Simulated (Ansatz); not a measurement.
**CuSb in the zincblende structure**

Method: r²SCAN, scalar-relativistic; no spin polarisation; PAW, 500 eV, 10×10×10 k-mesh, Gaussian smearing of 0.05 eV; code Ansatz. The datasets are Ansatz's generated set soft_2.

```yaml
crystal:
  lattice:
    - [0.00000, 2.90014, 2.90014]
    - [2.90014, 0.00000, 2.90014]
    - [2.90014, 2.90014, 0.00000]
  atoms:
    - { symbol: Cu, position: [0.00000, 0.00000, 0.00000] }
    - { symbol: Sb, position: [0.25000, 0.25000, 0.25000] }
```

The structure was built from a prototype; whether the compound forms in it isn't claimed.

The run above is the reference. The same cell was run again with other input settings; several of them aren't fit for production, so the rows show the settings' effect and aren't properties of the material.

| keys changed | outcome | ΔE (meV/atom) | P (GPa) | gap on the mesh (eV) | cell moment (μB) | largest force component (eV/Å) | SCF iterations | rough core-seconds | new warnings |
| --- | --- | --- | --- | --- | --- | --- | --- | --- | --- |
| none (reference) | converged | 0.0 | 0.0 | metal | – | 0.000 | – | – | – |
| hamiltonian.xc: "r2scan" → "revpbe"; scf.algorithm: "density_mixing"; accuracy: "high" | converged | – | 3.5 | metal | – | 0.000 | 9 | 7 | – |
| scf.occupations.method: "gaussian" → "methfessel_paxton"; scf.occupations.width: 0.05 → 0.15; scf.mixing.algorithm: "anderson"; scf.mixing.beta: 0.3; basis.xc_grid: 2 | converged | 0.0 | 0.0 | metal | – | 0.000 | 10 | 12 | – |
| scf.convergence.dr2_threshold: 0.0001 | converged | 0.0 | 0.0 | metal | – | 0.000 | 6 | 10 | force scf threshold loose; stress scf threshold loose |

These changes also left energy (to 0.1 meV/atom), pressure, gap, moment and forces as in the reference: scf.lower_state_search: "standard" | scf.occupations.method: "gaussian" → "fermi_dirac"; scf.occupations.width: 0.05 → 0.001 | scf.occupations.width: 0.05 → 0.01 | scf.n_extra_bands: 4; scf.eigensolver.kind: "davidson"; basis.precision: "f64".

ΔE is the energy with the smearing extrapolated to zero. It is left out where the change alters the Hamiltonian or the spin treatment. The varied runs start from atomic densities (corrected by the program's trained start where that serves), with the default search for lower states unless a row changes it.

(1) What happens with these changes: kpoints.mp_grid.grid: [10, 10, 10] → [7, 7, 7]; scf.convergence.dr2_threshold: 1e-11?

(2) What happens with these changes: basis.ecutwfc: 500 → "300 eV"?

Answers:

(1) outcome converged, ΔE (meV/atom) 13.8, P (GPa) 0.3, gap on the mesh (eV) metal, largest force component (eV/Å) 0.000, SCF iterations 11, rough core-seconds 7.

(2) outcome converged, ΔE (meV/atom) 184.1, P (GPa) 0.3, gap on the mesh (eV) metal, largest force component (eV/Å) 0.000, SCF iterations 9, rough core-seconds 8, new warnings cutoff below recommended.

Of the reference: For elements this heavy, spin–orbit coupling would shift levels and gaps; it isn't included here.
